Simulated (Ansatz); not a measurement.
A geometry of Al away from equilibrium: step 3 of the relaxation of a relaxed Al cell, doubled along one cell vector, shaken by Gaussian noise of σ = 0.08 Å a coordinate. These are r2SCAN (plane waves to 500 eV, PAW, scalar-relativistic; Ansatz, a quantum-chemistry and plane-wave program) values and carry that method's errors. Γ-centred k-mesh 8×8×6 on the run's cell (coarser than for final values), Fermi–Dirac smearing 0.05 eV.

```xyz
6
Lattice="4.4744 0.0168 0.0162 -2.2226 3.9459 -0.0357 0.0196 -0.0388 5.5903" Properties=species:S:1:pos:R:3:forces:R:3 pbc="T T T" free_energy=-3241.716 pressure_GPa=-0.8
Al     0.0214    -0.0100     0.0391   -0.0129    0.0024    0.0047
Al     0.0211    -0.0223     2.8376    0.0405   -0.0224   -0.0254
Al     0.0265     2.6275     1.1713    0.0440   -0.0360   -0.1371
Al     0.0456     2.6083     3.9623   -0.0474   -0.0087   -0.1022
Al     2.2734     1.2951     1.6732   -0.0564    0.0485    0.1126
Al     2.2765     1.2801     4.4649    0.0322    0.0162    0.1474
```

Positions in Å, forces in eV/Å, free energy of the cell in eV (comparable only within this code, potentials and settings). Largest force: 0.15 eV/Å, on Al3, Al6 (atoms numbered as listed); the geometry lies 0.13 eV/atom above the end of its relaxation.

No spin polarisation in the result.

Of the parent cell (P6/mmm (No. 191)): it is a generated cell of Al: the first start was made by placing the elements on the sites of a structure type, and the end was not matched to a known phase here, so it may be hypothetical. Known forms of Al include space group No. 225.
